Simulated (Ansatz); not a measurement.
YMnO3: pressure against volume

YMnO3, P6_3/mmc, a = 3.583 Å, c = 11.245 Å. The structure is a COD entry; whether it is the stable form wasn't checked. Ansatz: r2SCAN, PAW, 500 eV, Γ-centred 12×12×4 mesh on 10 atoms, Gaussian smearing 0.10 eV; collinear spin, largest moment 3.2 μB. Shape and atoms are relaxed at each volume; pressure is positive in compression.

```tsv
V (Å³/atom)	P (GPa)
11.749	12.27
12.124	5.63
12.499	-0.02
12.874	-4.84
13.249	?
```

Take V0 = 12.499 Å³/atom, count pressures from its P0 = -0.02 GPa, fit the third-order Birch–Murnaghan form to the other rows, and predict the missing pressure.

With the Eulerian strain f = ½[(V0/V)^(2/3) − 1] and y = (P − P0)/[3f(1 + 2f)^(5/2)], the form is the line y = B0 + 1.5 B0 (B0′ − 4) f. Rows (f, y): 0.02106, 175.5; 0.01026, 174.5; -0.00976, 172.9. Means f = 0.007187, y = 174.30; Σ(Δf)² = 0.0004891, ΣΔfΔy = 0.04099; the slope is their ratio. y = 173.7 + 83.80 f GPa, so B0 = 173.7 GPa and B0′ = 4 + 2 × (83.80)/(3 × 173.7) = 4.32. At V = 13.249, f = -0.01905, y = 172.10 and P = -8.95 GPa. The run gave -8.95 GPa, the same to the digits shown. The form still works here, 33 % of the fitted range beyond its end.

The state reached may not be the lowest one. Moments started parallel, and an antiferromagnetic order may lie lower.